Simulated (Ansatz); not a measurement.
NbNO:
```xyz
12
Lattice="5.1938 0.0000 0.0000 0.0000 4.9006 0.0000 0.0000 0.0000 5.0201" Properties=species:S:1:pos:R:3 pbc="T T T"
Nb     0.1231     1.3853     1.2139
Nb     5.0706     3.5153     3.7239
Nb     2.7200     3.5153     1.2139
Nb     2.4738     1.3853     3.7239
O      1.9552     0.2985     0.5918
O      3.2386     4.6021     3.1018
O      4.5521     4.6021     0.5918
O      0.6417     0.2985     3.1018
N      1.1698     2.6102     5.0017
N      4.0240     2.2904     2.4916
N      3.7666     2.2904     5.0017
N      1.4271     2.6102     2.4916
```

Relaxed with PBE. Special points in fractions of this cell's reciprocal vectors: Γ (0.000, 0.000, 0.000); X (0.500, 0.000, 0.000); S (0.500, 0.500, 0.000); Y (0.000, 0.500, 0.000); Z (0.000, 0.000, 0.500); U (0.500, 0.000, 0.500); R (0.500, 0.500, 0.500); T (0.000, 0.500, 0.500).

### Question
List the band energies nearest the valence-band maximum at these points for PBE (plane waves, PAW; program Ansatz).

### Answer
In eV from the valence-band maximum; about four levels below and three above (degenerate sets whole), none deeper than 8.9 eV; points with the same levels are listed once.

```tsv
k	below	above
Γ	-0.92 -0.46 -0.45 -0.18	2.18 2.32 2.40
X	-0.55 -0.55 -0.32 -0.32	2.46 2.46 2.70 2.70
S	-1.03 -1.03 -0.21 -0.21	2.37 2.37 2.84 2.84
Y	-0.85 -0.83 -0.60 0.00	1.31 2.13 2.41
Z	-0.68 -0.68 -0.18 -0.18	2.47 2.47 2.48 2.48
U	-0.80 -0.80 -0.80 -0.80	2.75 2.75 2.75 2.75
R	-0.98 -0.98 -0.98 -0.98	2.06 2.06 2.06 2.06
T	-1.09 -1.09 -0.48 -0.48	2.41 2.41 2.46 2.46
```

Space group Pca2_1. The start of the workflow was typed in or built on a structure type; neither database checked (COD, Materials Project) lists it. COD files the formula under space group No. 14. Its standing as an ambient phase is unchecked. Symmetry was held in the PBE relaxation; whether a distortion lowers the energy is not shown. The workflow began spin-polarised and lost its moments. Spin–orbit coupling is left out wherever it is not named.

Potentials: the earlier of the program's two PAW sets.
